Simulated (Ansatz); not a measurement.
# SiO₂: a ladder of calculations

Cell of run 1: a structure deposited in the COD.

Space group P4_12_12 (No. 92); a = 4.9790, c = 6.9500 Å.

```
site  Wyckoff  site symmetry       x       y       z
  Si       4a            ..2  0.3002  0.3002  0.0000
   O       8b              1  0.2394  0.1049  0.1785
```

One atom of each set is listed.

Relaxed positions (PBE, cell held):

Si (0.3044, 0.3044, 0.0000)
O (0.2371, 0.1148, 0.1843)

All runs are DFT with Ansatz 0.2.0 (plane waves and PAW, scalar-relativistic unless spin–orbit coupling is named, Γ-centred meshes, Fermi–Dirac smearing where given) in this cell.

Run 1: PBE, atoms as given; 420 eV, 5×5×4 k-points, smearing 0.02 eV.
Run 2: PBE, atoms relaxed; 420 eV, 5×5×4 k-points, smearing 0.02 eV.
Run 3: r2SCAN, at the relaxed atoms; 500 eV, 5×5×4 k-points, smearing 0.02 eV.
Run 4: PBE, gradients read without the response of the cores, at the relaxed atoms; 420 eV, 5×5×4 k-points, smearing 0.02 eV.

| run | Si V_zz (η) | O V_zz (η) |
| --- | --- | --- |
| 1 | -0.31 (0.76) | 9.20 (0.14) |
| 2 | -0.39 (0.78) | 9.48 (0.19) |
| 3 | -0.38 (0.72) | 9.36 (0.19) |
| 4 | ? | ? |

V_zz in 10²¹ V/m².

Task: Estimate the row of run 4.

Result: Si: -0.35 (0.79); O: 9.78 (0.19). It lies nearest to run 2, from whose tensors on these sites it differs by 0.30 at most (largest principal value of the difference, on O). Taken one at a time, the positions of the atoms (as given or relaxed) move the tensors on these sites by up to 0.43 (largest principal value of the change, on O), the response of the cores by 0.30 (O), the functional (r2SCAN with its higher cutoff) by 0.13 (O).

In runs 1, 3 the atoms aren't at the calculated equilibrium (largest force 0.42, 0.29 eV/Å). The cell isn't the equilibrium one in run 1 (calculated pressure 6 GPa), and the entry's cell may itself be off.
